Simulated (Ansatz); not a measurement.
Si3N4:
Space group P6₃/m (No. 176); a = 7.625 Å, b = 7.625 Å, c = 2.910 Å, α = 90.00°, β = 90.00°, γ = 120.00°

| atom | site | symmetry | x | y | z |
|---|---|---|---|---|---|
| Si | 6h | m.. | 0.4064 | 0.2324 | 0.2500 |
| N | 2d | -6.. | 0.6667 | 0.3333 | 0.2500 |
| N | 6h | m.. | 0.0296 | 0.3300 | 0.2500 |

Relaxed at zero pressure with the program Ansatz at the PBEsol level (PAW).

Question: The volume is lowered by 3 % and shape and atoms relax at that volume. What pressure results, and how do the axes share the change?

Answer: 7.8 GPa; a -1.1 %, b -1.1 %, c -0.9 %; the energy rises by 7 meV/atom.

Question: Give the new structure.

Answer: 
Space group P6₃/m (No. 176); a = b = 7.544 Å, c = 2.883 Å, α = β = 90.00°, γ = 120.00°

```csv
atom,site,symmetry,x,y,z
Si,6h,m..,0.4065,0.2345,0.2500
N,2d,-6..,0.6667,0.3333,0.2500
N,6h,m..,0.0277,0.3295,0.2500
```

The phase is kept; no other phase was compared at this pressure.

Space group P6_3/m. The PBEsol relaxation kept the symmetry of its start.

Potentials: the earlier of the program's two PAW sets. The files were generated under PBE; for other functionals the program regenerates the frozen cores, and for LDA and PBEsol the local potential too.
